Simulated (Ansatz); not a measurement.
CdGeAs2:
```
CELL_PARAMETERS angstrom
     -2.99052     2.99052     5.64934
      2.99052    -2.99052     5.64934
      2.99052     2.99052    -5.64934
ATOMIC_POSITIONS crystal
  Cd 0.75000 0.25000 0.50000
  Cd 0.00000 0.00000 0.00000
  Ge 0.25000 0.75000 0.50000
  Ge 0.50000 0.50000 0.00000
  As 0.15371 0.12500 0.52871
  As 0.59629 0.62500 0.47129
  As 0.37500 0.84629 0.97129
  As 0.87500 0.40371 0.02871
```

Relaxed with r²SCAN.

Question: Map the electron localisation function on the plane through (0.750, 0.250, 0.500) spanned by u = [0, 0, 1] and v = [1, -1, 0] in lattice vectors, from the program Ansatz at the r²SCAN level (PAW).

Answer: x is the fraction of u, y of v (the angle between them is 90°; rows are the nearest grid lines); atoms in the plane: Cd at (0.00, 0.00), Cd at (0.50, 0.25), Ge at (0.00, 0.50), Ge at (0.50, 0.75).
```
y \ x   0.000  0.0857  0.171  0.286  0.371  0.457  0.543  0.629  0.714  0.829  0.914   1.00
------  -----  ------  -----  -----  -----  -----  -----  -----  -----  -----  -----  -----
1.00    0.921   0.507  0.186  0.673  0.599  0.610  0.341  0.044  0.033  0.190  0.508  0.921
0.925   0.486   0.328  0.241  0.625  0.564  0.603  0.369  0.089  0.101  0.204  0.291  0.486
0.850   0.188   0.166  0.177  0.378  0.577  0.431  0.354  0.372  0.452  0.745  0.504  0.188
0.775   0.547   0.092  0.025  0.187  0.346  0.032  0.032  0.448  0.691  0.673  0.732  0.547
0.700   0.488   0.100  0.051  0.328  0.433  0.128  0.124  0.496  0.685  0.587  0.653  0.488
0.625   0.460   0.380  0.416  0.570  0.756  0.607  0.385  0.401  0.453  0.672  0.745  0.460
0.550   0.054   0.330  0.718  0.579  0.625  0.640  0.251  0.051  0.090  0.497  0.339  0.054
0.450   0.054   0.318  0.617  0.673  0.757  0.700  0.249  0.061  0.066  0.379  0.325  0.054
0.375   0.460   0.348  0.223  0.595  0.429  0.167  0.199  0.170  0.395  0.542  0.643  0.460
0.300   0.488   0.151  0.034  0.169  0.232  0.572  0.567  0.213  0.572  0.576  0.560  0.488
0.225   0.547   0.156  0.024  0.136  0.305  0.708  0.707  0.258  0.516  0.647  0.656  0.547
0.150   0.188   0.168  0.095  0.236  0.172  0.275  0.319  0.172  0.304  0.595  0.400  0.188
0.0750  0.486   0.338  0.187  0.650  0.681  0.484  0.222  0.097  0.064  0.167  0.304  0.486
0.000   0.921   0.507  0.186  0.673  0.599  0.610  0.341  0.044  0.033  0.190  0.508  0.921
```

The density is the valence pseudo-density with augmentation charge, so density and ELF within about 1 Å of a nucleus are not all-electron values.

Space group I-42d (chalcopyrite). The cell was relaxed with r²SCAN under the symmetry of its start.

Potentials: the later of the program's two PAW sets.
